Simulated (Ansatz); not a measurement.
## Piezoelectric tensor of InP at -0.4 GPa (stress–strain coefficients)

All numbers below come from Ansatz 0.2.0, DFT PBE0, scalar-relativistic, plane waves, PAW. Settings: 420 eV plane-wave cutoff, Γ-centred 6×6×6 mesh, fixed occupations. No spin polarisation.

The cell is fixed (symmetry leaves no force on the atoms) and stands under -0.4 GPa:
```
In P
1.0
     0.00000    2.95310    2.95310
     2.95310    0.00000    2.95310
     2.95310    2.95310    0.00000
In P
1 1
Direct
  0.00000 0.00000 0.00000
  0.25000 0.25000 0.25000
```

The cell is the ideal cubic zincblende prototype.

**Question.** Give the relaxed-ion proper piezoelectric stress tensor e_iJ (C/m², Voigt columns xx yy zz yz xz xy).

**Answer.**
```
x    0.000  0.000  0.000 -0.014  0.000  0.000
y    0.000  0.000  0.000  0.000 -0.014  0.000
z    0.000  0.000  0.000  0.000  0.000 -0.014
```
Signs follow the orientation of the cell as given.

**Question.** With the elastic constants (GPa, Voigt order)
```
100.9  53.2  53.2   0.0   0.0   0.0
 53.2 100.9  53.2   0.0   0.0   0.0
 53.2  53.2 100.9   0.0   0.0   0.0
  0.0   0.0   0.0  47.5   0.0   0.0
  0.0   0.0   0.0   0.0  47.5   0.0
  0.0   0.0   0.0   0.0   0.0  47.5
```
find the strain coefficients d = e·C⁻¹ (pC/N).

**Answer.**
```
x    0.00  0.00  0.00 -0.29  0.00  0.00
y    0.00  0.00  0.00  0.00 -0.29  0.00
z    0.00  0.00  0.00  0.00  0.00 -0.29
```

Cost: 1 run of about 32 core-minutes, on Intel Xeon Platinum 8488C (Sapphire Rapids) (shared hosts).